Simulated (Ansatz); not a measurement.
**TeW: which magnetic state is lowest?**

Level of theory: DFT PBE, scalar-relativistic, plane waves, PAW (Ansatz 0.2.0).

```cif
data_structure
_symmetry_space_group_name_H-M 'P 1'
_symmetry_Int_Tables_number 1
_cell_length_a 4.0051
_cell_length_b 4.0051
_cell_length_c 4.0051
_cell_angle_alpha 60.000
_cell_angle_beta 60.000
_cell_angle_gamma 60.000
_cell_volume 45.43
loop_
_atom_site_label
_atom_site_type_symbol
_atom_site_fract_x
_atom_site_fract_y
_atom_site_fract_z
_atom_site_occupancy
W1 W 0.00000 0.00000 0.00000 1
Te1 Te 0.50000 0.50000 0.50000 1
```

```json
{"plane-wave cutoff": "420 eV", "Γ-centred k-mesh": "14×14×14", "occupation rule": "Gaussian smearing, 0.1 eV", "list of starting moments (μB, in atom order)": "1 0", "check for lower electronic states after the SCF": "off"}
```

Each order was relaxed in cell and atoms. A propagation vector, in units of the reciprocal vectors, doubles the cell, which takes an equally dense mesh. Spin–orbit coupling is left out, which for heavy magnetic ions can matter as much as these differences. Site moments are spin moments in atom-centred spheres that scale with the neighbour distance. The states are those that the runs reached from these starts; a lower one can exist.

Question: Order the starts by the energy of the state that they reach, lowest first.
A. antiferromagnetic, doubled cell, propagation vector (0, 1/2, 1/2)
B. no spin
C. ferromagnetic

Answer: A (0.00 meV/atom), C (15.0 meV/atom), B (82.3 meV/atom).

```
                                                            start ends energy above lowest (meV/atom) site moments (μB) gap on mesh (eV) volume (Å³/atom)
                                                          no spin non-magnetic                            82.3     none over 0.05             metal             21.89
                                                    ferromagnetic ferromagnetic                            15.0            W +1.70             metal             22.71
antiferromagnetic, doubled cell, propagation vector (0, 1/2, 1/2) antiferromagnetic                            0.00   W +1.83, W -1.83             metal             23.08
```

Cost: 3 runs of about 7.2 core-minutes in all, on Intel Xeon Processor @ 2.50GHz (Skylake/Cascade Lake) (shared hosts).